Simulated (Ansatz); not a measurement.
Relaxed-ion elastic tensor of MgS (rock salt, space group No. 225) in GPa (Voigt order), the program Ansatz at the PBE level (PAW); density 2.62 g/cm³, 17.88 Å³ per atom.

```tsv
	1	2	3	4	5	6
1	139	41.6	41.6	0.0	0.0	0.0
2	41.6	139	41.6	0.0	0.0	0.0
3	41.6	41.6	139	0.0	0.0	0.0
4	0.0	0.0	0.0	54.0	0.0	0.0
5	0.0	0.0	0.0	0.0	54.0	0.0
6	0.0	0.0	0.0	0.0	0.0	54.0
```

Question: Is the crystal mechanically stable?

Answer: Yes: the smallest eigenvalue of C is 54.0 GPa.

Question: Work out the Voigt, Reuss and Hill averages.

Answer: K_V = 74.0, K_R = 74.0, K_H = 74.0; G_V = 51.8, G_R = 51.7, G_H = 51.7 GPa.

Question: Give Young's modulus, Poisson's ratio, Pugh's ratio and the universal anisotropy index.

Answer: E = 9KG/(3K + G) = 126 GPa; ν = 0.22; K/G = 1.43 (brittle by the Pugh limit of 1.75); A_U = 5G_V/G_R + K_V/K_R − 6 = 0.01.

Question: Estimate the sound speeds and the Debye temperature.

Answer: v_l = √((K + 4G/3)/ρ) = 7390 m/s, v_t = √(G/ρ) = 4450 m/s, mean 4920 m/s; Θ = (h/k)(3n/4πV)^(1/3) v_m = 560 K.

Question: Give the Zener ratio and Young's modulus along [100], [110] and [111].

Answer: A = 2C44/(C11 − C12) = 1.11; 1/E = S11 − 2(S11 − S12 − S44/2)Γ with Γ = 0, 1/4, 1/3 gives 120, 127, 130 GPa.

Question: Solve the Christoffel equation for the three sound speeds along [100], [110], [111].

Answer: Eigenvalues of C_ijkl n_j n_l equal ρv². In km/s, slowest first: [100] 4.54, 4.54, 7.28; [110] 4.31, 4.54, 7.42; [111] 4.39, 4.39, 7.47.

Space group Fm-3m (rock salt). The cell was relaxed with PBE under the symmetry of its start; phonons on a q-mesh show no instability.

Potentials: the later of the program's two PAW sets.
